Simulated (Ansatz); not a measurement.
PtRhN₂:
Space group R-3m, hexagonal axes (No. 166); a = 2.922 Å, b = 2.922 Å, c = 18.543 Å, α = 90.00°, β = 90.00°, γ = 120.00°

```json
[
 {"atom": "Rh", "site": "3b", "symmetry": "-3m", "x": "0.0000", "y": "0.0000", "z": "0.5000"},
 {"atom": "Pt", "site": "3a", "symmetry": "-3m", "x": "0.0000", "y": "0.0000", "z": "0.0000"},
 {"atom": "N", "site": "6c", "symmetry": "3m", "x": "0.0000", "y": "0.0000", "z": "0.1045"}
]
```
(The calculation used a cell of 4 atoms; values per cell refer to that cell.)

Relaxed at zero pressure with r²SCAN in the plane-wave PAW code Ansatz.

**Question.** The volume is lowered by 6 % and shape and atoms relax at that volume. What pressure results, and how do the axes share the change?

**Answer.** 16.9 GPa; a -2.9 %, b -2.9 %, c -0.4 %; the energy rises by 34 meV/atom.

**Question.** Give the new structure.

**Answer.** 
Space group R-3m, hexagonal axes (No. 166); a = 2.8380 Å, b = 2.8380 Å, c = 18.4764 Å, α = 90.00°, β = 90.00°, γ = 120.00°

| atom | site | symmetry | x | y | z |
|---|---|---|---|---|---|
| Rh | 3b | -3m | 0.0000 | 0.0000 | 0.5000 |
| Pt | 3a | -3m | 0.0000 | 0.0000 | 0.0000 |
| N | 6c | 3m | 0.0000 | 0.0000 | 0.1035 |

The phase is kept; no other phase was compared at this pressure.

The start of the workflow was typed in or built on a structure type; neither database checked (COD, Materials Project) lists it. Whether it is the stable phase at ambient conditions was not checked. The cell was relaxed with r²SCAN under the symmetry of its start; whether a distortion lowers the energy is not shown. The workflow began spin-polarised and lost its moments. Its formation energy is positive at this level, so the cell may be metastable or incomplete. Scalar-relativistic: spin–orbit coupling is off unless named, which matters more the heavier the elements.

Potentials: the earlier of the program's two PAW sets.
